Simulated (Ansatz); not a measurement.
Where the states of LuTl3 lie

```xyz
4
Lattice="4.6530 0.0000 0.0000 0.0000 4.6530 0.0000 0.0000 0.0000 4.6530" Properties=species:S:1:pos:R:3 pbc="T T T"
Lu    0.0000    0.0000    0.0000
Tl    0.0000    2.3265    2.3265
Tl    2.3265    0.0000    2.3265
Tl    2.3265    2.3265    0.0000
```

The cell is COD entry 1538927, as deposited and not checked against the literature; nothing was relaxed.

No spin–orbit coupling, which matters for the heavy atoms here.

Level of theory: Ansatz 0.2.0, DFT, PBEsol, all-electron LAPW, scalar-relativistic.

Numerical set-up: a Γ-centred 7×7×7 k mesh, Fermi–Dirac smearing of 0.08 eV, basis error target 1 meV/atom, no spin polarisation.

(1) Where is the centre of the filled Tl 5d states between -14 eV and the top of the filled states?

(2) Tabulate the density of states.

Results:

(1) -11.45 eV from the Fermi level.

(2) States per eV and cell, averaged over 0.6 eV, from -12.4 to 6.6 eV, with energies (bin centres) from the Fermi level; empty bins are left out. The partial columns, the largest 4 alone, are projections on Löwdin-orthogonalised atomic shells (those that the program's projection atoms carry: the occupied ones and, for some elements, an empty d or f shell; other empty shells have no column), summed over atoms of an element. Weights on diffuse s and p shells depend on that basis and aren't pure angular character.
```
E (eV)  total  Tl 5d  Lu 4f  Tl 6p  Lu 5d
 -12.2   4.63   4.54   0.00   0.02   0.02
 -11.6  34.32  33.77   0.01   0.20   0.15
 -11.0  11.04  10.95   0.00   0.06   0.01
 -10.4   0.06   0.00   0.00   0.01   0.00
  -9.8   0.39   0.01   0.00   0.10   0.00
  -9.2   0.62   0.02   0.00   0.21   0.02
  -8.6   0.97   0.03   0.00   0.34   0.05
  -8.0   0.74   0.02   0.00   0.25   0.07
  -7.4   0.73   0.02   0.00   0.25   0.07
  -6.8   1.20   0.04   0.02   0.38   0.09
  -6.2   2.15   0.08   0.32   0.48   0.18
  -5.6  23.98   0.06  22.73   0.26   0.18
  -5.0   1.30   0.03   0.20   0.24   0.16
  -4.4   0.84   0.02   0.03   0.14   0.12
  -3.8   0.40   0.01   0.00   0.08   0.05
  -3.2   0.81   0.01   0.00   0.54   0.09
  -2.6   1.19   0.02   0.00   0.77   0.16
  -2.0   1.52   0.02   0.00   1.05   0.24
  -1.4   2.61   0.04   0.00   1.70   0.65
  -0.8   2.48   0.04   0.00   1.35   0.84
  -0.2   1.90   0.03   0.00   0.93   0.63
   0.4   1.90   0.02   0.00   0.86   0.59
   1.0   1.62   0.02   0.00   0.70   0.63
   1.6   2.39   0.03   0.00   0.72   1.07
   2.2   3.43   0.03   0.00   1.00   1.80
   2.8   4.56   0.04   0.00   0.94   2.83
   3.4   3.45   0.03   0.00   0.78   1.83
   4.0   2.22   0.01   0.00   0.67   0.91
   4.6   3.19   0.02   0.00   1.57   0.74
   5.2   2.30   0.01   0.00   1.25   0.35
   5.8   1.80   0.01   0.00   1.15   0.21
   6.4   2.65   0.01   0.00   1.70   0.28
```
